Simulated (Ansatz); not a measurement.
YSe:
```xyz
2
Lattice="0.0000 2.8794 2.8794 2.8794 0.0000 2.8794 2.8794 2.8794 0.0000" Properties=species:S:1:pos:R:3 pbc="T T T"
Se     0.0000     0.0000     0.0000
Y      2.8794     2.8794     2.8794
```

Relaxed with r²SCAN. Special points in fractions of this cell's reciprocal vectors: Γ (0.000, 0.000, 0.000); X (0.500, 0.000, 0.500); U (0.625, 0.250, 0.625); K (0.375, 0.375, 0.750); L (0.500, 0.500, 0.500); W (0.500, 0.250, 0.750).

### Question
List the band energies nearest the Fermi level at these points for plane-wave PAW r²SCAN (Ansatz code).

### Answer
In eV from the Fermi level; about four levels below and three above (degenerate sets whole), none deeper than 8.9 eV; points with the same levels are listed once.

```json
[
 {"k": "Γ", "below": "-3.53 -3.53 -3.53 -0.22 -0.22 -0.22", "above": "0.58 0.58 1.03"},
 {"k": "X", "below": "-5.98 -4.40 -4.40 -2.17", "above": "1.68 2.77 3.18 3.18"},
 {"k": "U", "below": "-5.83 -5.79 -4.91 -0.55", "above": "2.62 2.68 2.98"},
 {"k": "L", "below": "-7.29 -5.33 -5.33", "above": "1.82 2.32 2.32"},
 {"k": "W", "below": "-5.62 -5.55 -5.55", "above": "0.81 0.81 2.42"}
]
```

Space group Fm-3m (rock salt). The workflow started from an entry of the Crystallography Open Database (COD). Its standing as an ambient phase is unchecked. The r²SCAN relaxation kept the symmetry of its start; its stability against distortions is not shown here. The run is not spin-polarised. With an odd number of electrons in the cell and no spin polarisation, the count alone makes it a metal. Spin–orbit coupling is left out wherever it is not named.

Potentials: the later of the program's two PAW sets.
